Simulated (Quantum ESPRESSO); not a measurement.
# ZnYAlF8: finding a planted mistake in a log

A calculation, not a measurement. The program is pw.x of Quantum ESPRESSO 7.5 (plane-wave density functional theory). The cell is made up: 11 atoms on a fluorite lattice with one site empty, with randomly drawn elements, strain and displacements, not relaxed. PseudoDojo standard norm-conserving files (v0.5 for PBE, v0.4.1 for LDA and PBEsol) set the functional; there is no spin polarisation, spin-orbit coupling or dispersion term, and the masses in the input are unused placeholders.

Intended input:

```
&control calculation='scf', pseudo_dir='./dojo.nc.sr.pbe.v0_5.standard.upf', outdir='./o', disk_io='low', tprnfor=.true., tstress=.true. /
&system ibrav=0, nat=11, ntyp=4, nbnd=51, ecutwfc=84.00895049, nosym=.true., tot_charge=0,
 occupations='smearing', smearing='fd', degauss=0.0018374661
/
&electrons conv_thr=7.350e-09, electron_maxstep=60, /
ATOMIC_SPECIES
Al 1.0 Al.upf
F 1.0 F.upf
Y 1.0 Y.upf
Zn 1.0 Zn.upf
CELL_PARAMETERS angstrom
5.1839 0.0 0.0
0.0 5.1839 0.0
0.0 0.0 5.1839
ATOMIC_POSITIONS angstrom
Zn -0.0148 2.5747 2.5478
Y 2.5611 0.1099 2.6241
Al 2.6225 2.6555 0.0037
F 1.28 1.3148 1.3408
F 1.3484 1.32 3.8935
F 1.3093 3.8986 1.2757
F 1.2783 3.806 3.8096
F 3.9311 1.32 1.3395
F 3.8935 1.2815 3.8063
F 3.8868 3.8798 1.292
F 3.8976 3.8755 3.8326
K_POINTS automatic
4 4 4 1 1 1
```

The log is shortened where brackets say so; the opening notice, blank lines, dates and the lines on written files are dropped, and the path of the files is cut. It prints rydbergs, bohrs and kilobars, and counts compression as positive stress. Where no state is partly filled, the Fermi energy that it prints is only some level between the filled and the empty states on the mesh, and need not lie in the true gap.

Log of the intended run:

```
     Program PWSCF v.7.5
     Parallel version (MPI & OpenMP), running on       4 processor cores
     Number of MPI processes:                 4
     Threads/MPI process:                     1
     [start-up lines left out]
     bravais-lattice index     =            0
     lattice parameter (alat)  =       9.7962  a.u.
     unit-cell volume          =     940.0835 (a.u.)^3
     number of atoms/cell      =           11
     number of atomic types    =            4
     number of electrons       =        90.00
     number of Kohn-Sham states=           51
     kinetic-energy cutoff     =      84.0090  Ry
     charge density cutoff     =     336.0358  Ry
     scf convergence threshold =      7.3E-09
     mixing beta               =       0.7000
     number of iterations used =            8  plain     mixing
     Exchange-correlation= PBE
                           (   1   4   3   4   0   0   0)
     [axes and pseudopotential details left out]
   Cartesian axes
     site n.     atom                  positions (alat units)
         1        Zn     tau(   1) = (  -0.0028550   0.4966724   0.4914832  )
         2        Y      tau(   2) = (   0.4940489   0.0212003   0.5062019  )
         3        Al     tau(   3) = (   0.5058932   0.5122591   0.0007137  )
         4        F      tau(   4) = (   0.2469183   0.2536314   0.2586470  )
         5        F      tau(   5) = (   0.2601130   0.2546345   0.7510754  )
         6        F      tau(   6) = (   0.2525705   0.7520593   0.2460889  )
         7        F      tau(   7) = (   0.2465904   0.7341963   0.7348907  )
         8        F      tau(   8) = (   0.7583287   0.2546345   0.2583962  )
         9        F      tau(   9) = (   0.7510754   0.2472077   0.7342541  )
        10        F      tau(  10) = (   0.7497830   0.7484326   0.2492332  )
        11        F      tau(  11) = (   0.7518664   0.7476032   0.7393275  )
     number of k points=    32  Fermi-Dirac smearing, width (Ry)=  0.0018
                       cart. coord. in units 2pi/alat
        k(    1) = (   0.1250000   0.1250000   0.1250000), wk =   0.0625000
        k(    2) = (   0.1250000   0.1250000   0.3750000), wk =   0.0625000
     [further k points left out]
     Dense  grid:    97569 G-vectors     FFT dimensions: (  60,  60,  60)
     Estimated max dynamical RAM per process >     223.95 MB
     Estimated total dynamical RAM >     824.36 MB
     Initial potential from superposition of free atoms
     starting charge      89.9929, renormalised to      90.0000
     Starting wfcs are   56 randomized atomic wfcs
     total cpu time spent up to now is        3.5 secs
     per-process dynamical memory:   158.6 Mb
     Self-consistent Calculation
     iteration #  1     ecut=    84.01 Ry     beta= 0.70
     Davidson diagonalization with overlap
     ethr =  1.00E-02,  avg # of iterations =  2.0
     total cpu time spent up to now is        8.8 secs
     total energy              =    -899.07762012 Ry
     estimated scf accuracy    <       1.65821012 Ry
     iteration #  2     ecut=    84.01 Ry     beta= 0.70
     Davidson diagonalization with overlap
     ethr =  1.84E-03,  avg # of iterations =  3.0
     total cpu time spent up to now is       15.2 secs
     total energy              =    -899.53043701 Ry
     estimated scf accuracy    <       1.49917499 Ry
     [iterations 3 to 8 left out]
     iteration #  9     ecut=    84.01 Ry     beta= 0.70
     Davidson diagonalization with overlap
     ethr =  8.18E-10,  avg # of iterations =  2.3
     total cpu time spent up to now is       62.7 secs
     total energy              =    -899.82414664 Ry
     estimated scf accuracy    <       0.00000012 Ry
     iteration # 10     ecut=    84.01 Ry     beta= 0.70
     Davidson diagonalization with overlap
     ethr =  1.29E-10,  avg # of iterations =  2.1
     total cpu time spent up to now is       69.0 secs
     End of self-consistent calculation
     [lines on levels left out]
     the Fermi energy is     4.8045 ev
!    total energy              =    -899.82414667 Ry
     estimated scf accuracy    <          4.5E-09 Ry
     smearing contrib. (-TS)   =       0.00000000 Ry
     internal energy E=F+TS    =    -899.82414667 Ry
     The total energy is F=E-TS. E is the sum of the following terms:
     one-electron contribution =    -608.19629122 Ry
     hartree contribution      =     348.84882821 Ry
     xc contribution           =    -151.80957887 Ry
     ewald contribution        =    -488.66710480 Ry
     convergence has been achieved in  10 iterations
     Forces acting on atoms (cartesian axes, Ry/au):
     atom    1 type  4   force =     0.00200314    0.01493895    0.00031944
     atom    2 type  3   force =     0.00583610   -0.07049200   -0.02520548
     atom    3 type  1   force =    -0.00388907    0.02914554    0.00176551
     atom    4 type  2   force =     0.02934306    0.05478820   -0.03219953
     atom    5 type  2   force =     0.01795848    0.05201568    0.04931561
     atom    6 type  2   force =     0.04246189   -0.05334734   -0.03453643
     atom    7 type  2   force =     0.04163990   -0.03412761    0.02943550
     atom    8 type  2   force =    -0.04051322    0.04794758   -0.04316054
     atom    9 type  2   force =    -0.00621746    0.06359481    0.05223685
     atom   10 type  2   force =    -0.04403741   -0.05076290   -0.03361050
     atom   11 type  2   force =    -0.04458541   -0.05370091    0.03563957
     Total force =     0.226058     Total SCF correction =     0.000211
     Computing stress (Cartesian axis) and pressure
          total   stress  (Ry/bohr**3)                   (kbar)     P=      -51.24
  -0.00046623  -0.00003725   0.00000730          -68.58       -5.48        1.07
  -0.00003725  -0.00020326  -0.00000487           -5.48      -29.90       -0.72
   0.00000730  -0.00000487  -0.00037542            1.07       -0.72      -55.23
     init_run     :      3.26s CPU      3.38s WALL (       1 calls)
     electrons    :     65.07s CPU     65.52s WALL (       1 calls)
     forces       :      1.17s CPU      1.17s WALL (       1 calls)
     stress       :      3.87s CPU      3.87s WALL (       1 calls)
     [timing details left out]
     PWSCF        :   1m13.52s CPU   1m14.14s WALL
     JOB DONE.
```

A second run was made from an input with one planted mistake. Its log:

```
     Program PWSCF v.7.5
     Parallel version (MPI & OpenMP), running on       4 processor cores
     Number of MPI processes:                 4
     Threads/MPI process:                     1
     [start-up lines left out]
     bravais-lattice index     =            0
     lattice parameter (alat)  =       9.7962  a.u.
     unit-cell volume          =     940.0835 (a.u.)^3
     number of atoms/cell      =           11
     number of atomic types    =            4
     number of electrons       =        89.00
     number of Kohn-Sham states=           51
     kinetic-energy cutoff     =      84.0090  Ry
     charge density cutoff     =     336.0358  Ry
     scf convergence threshold =      7.3E-09
     mixing beta               =       0.7000
     number of iterations used =            8  plain     mixing
     Exchange-correlation= PBE
                           (   1   4   3   4   0   0   0)
     [axes and pseudopotential details left out]
   Cartesian axes
     site n.     atom                  positions (alat units)
         1        Zn     tau(   1) = (  -0.0028550   0.4966724   0.4914832  )
         2        Y      tau(   2) = (   0.4940489   0.0212003   0.5062019  )
         3        Al     tau(   3) = (   0.5058932   0.5122591   0.0007137  )
         4        F      tau(   4) = (   0.2469183   0.2536314   0.2586470  )
         5        F      tau(   5) = (   0.2601130   0.2546345   0.7510754  )
         6        F      tau(   6) = (   0.2525705   0.7520593   0.2460889  )
         7        F      tau(   7) = (   0.2465904   0.7341963   0.7348907  )
         8        F      tau(   8) = (   0.7583287   0.2546345   0.2583962  )
         9        F      tau(   9) = (   0.7510754   0.2472077   0.7342541  )
        10        F      tau(  10) = (   0.7497830   0.7484326   0.2492332  )
        11        F      tau(  11) = (   0.7518664   0.7476032   0.7393275  )
     number of k points=    32  Fermi-Dirac smearing, width (Ry)=  0.0018
                       cart. coord. in units 2pi/alat
        k(    1) = (   0.1250000   0.1250000   0.1250000), wk =   0.0625000
        k(    2) = (   0.1250000   0.1250000   0.3750000), wk =   0.0625000
     [further k points left out]
     Dense  grid:    97569 G-vectors     FFT dimensions: (  60,  60,  60)
     Estimated max dynamical RAM per process >     223.95 MB
     Estimated total dynamical RAM >     824.36 MB
     Initial potential from superposition of free atoms
     starting charge      89.9929, renormalised to      89.0000
     Starting wfcs are   56 randomized atomic wfcs
     total cpu time spent up to now is        3.9 secs
     per-process dynamical memory:   165.8 Mb
     Self-consistent Calculation
     iteration #  1     ecut=    84.01 Ry     beta= 0.70
     Davidson diagonalization with overlap
     ethr =  1.00E-02,  avg # of iterations =  2.0
     total cpu time spent up to now is       10.7 secs
     total energy              =    -899.07022744 Ry
     estimated scf accuracy    <       2.06929346 Ry
     iteration #  2     ecut=    84.01 Ry     beta= 0.70
     Davidson diagonalization with overlap
     ethr =  2.33E-03,  avg # of iterations =  2.7
     total cpu time spent up to now is       17.6 secs
     total energy              =    -899.63960462 Ry
     estimated scf accuracy    <       2.23850019 Ry
     [iterations 3 to 20 left out]
     iteration # 21     ecut=    84.01 Ry     beta= 0.70
     Davidson diagonalization with overlap
     ethr =  3.01E-11,  avg # of iterations =  2.0
     total cpu time spent up to now is      119.0 secs
     total energy              =    -900.04350454 Ry
     estimated scf accuracy    <       0.00000001 Ry
     iteration # 22     ecut=    84.01 Ry     beta= 0.70
     Davidson diagonalization with overlap
     ethr =  1.41E-11,  avg # of iterations =  1.1
     total cpu time spent up to now is      123.9 secs
     End of self-consistent calculation
     [lines on levels left out]
     the Fermi energy is     2.6956 ev
!    total energy              =    -900.04350454 Ry
     estimated scf accuracy    <          6.1E-09 Ry
     smearing contrib. (-TS)   =      -0.00142664 Ry
     internal energy E=F+TS    =    -900.04207790 Ry
     The total energy is F=E-TS. E is the sum of the following terms:
     one-electron contribution =    -607.60933128 Ry
     hartree contribution      =     346.94652699 Ry
     xc contribution           =    -150.71216881 Ry
     ewald contribution        =    -488.66710480 Ry
     convergence has been achieved in  22 iterations
     Forces acting on atoms (cartesian axes, Ry/au):
     atom    1 type  4   force =     0.00212279    0.00658512    0.00193937
     atom    2 type  3   force =     0.00501287   -0.06254962   -0.02419167
     atom    3 type  1   force =    -0.00402148    0.01613661   -0.00094155
     atom    4 type  2   force =     0.02195739    0.05776907   -0.03485265
     atom    5 type  2   force =     0.01073672    0.05796397    0.04975123
     atom    6 type  2   force =     0.03355028   -0.05352556   -0.03383917
     atom    7 type  2   force =     0.03310464   -0.03606481    0.03017790
     atom    8 type  2   force =    -0.03196031    0.05032472   -0.04203345
     atom    9 type  2   force =     0.00161145    0.06652996    0.05196811
     atom   10 type  2   force =    -0.03631153   -0.04989748   -0.03305717
     atom   11 type  2   force =    -0.03580281   -0.05327199    0.03507905
     Total force =     0.216751     Total SCF correction =     0.000207
     Computing stress (Cartesian axis) and pressure
          total   stress  (Ry/bohr**3)                   (kbar)     P=     -179.08
  -0.00129104  -0.00003545   0.00001083         -189.92       -5.21        1.59
  -0.00003545  -0.00108307   0.00000182           -5.21     -159.32        0.27
   0.00001083   0.00000182  -0.00127806            1.59        0.27     -188.01
     init_run     :      3.47s CPU      3.62s WALL (       1 calls)
     electrons    :    119.41s CPU    120.05s WALL (       1 calls)
     forces       :      1.33s CPU      1.35s WALL (       1 calls)
     stress       :      4.46s CPU      4.47s WALL (       1 calls)
     [timing details left out]
     PWSCF        :   2m 8.94s CPU   2m 9.82s WALL
     JOB DONE.
```

Question: what was wrong in the second input?

Answer: the cell has the wrong charge. The input lines that differ, file-writing options aside:

```
- &system ibrav=0, nat=11, ntyp=4, nbnd=51, ecutwfc=84.00895049, nosym=.true., tot_charge=0,
+ &system ibrav=0, nat=11, ntyp=4, nbnd=51, ecutwfc=84.00895049, nosym=.true., tot_charge=1,
```

```
                                            intended run  run with the mistake
                          free energy (eV)    -12242.731            -12245.716
                    smearing term -TS (eV)        0.0000               -0.0194
                            pressure (GPa)         -5.12                -17.91
            largest force component (eV/Å)         1.812                 1.711
largest change of a force component (eV/Å)                               0.334
                                iterations            10                    22
```

For scale, a rerun of the intended cell at 1437 eV and a 6 x 6 x 6 mesh moved values by no more than 0.004 eV in energy, 0.02 GPa in stress and 0.002 eV/Å in force. The charged cell sits in a uniform background, so its energy and stress rest on the program's zero of potential.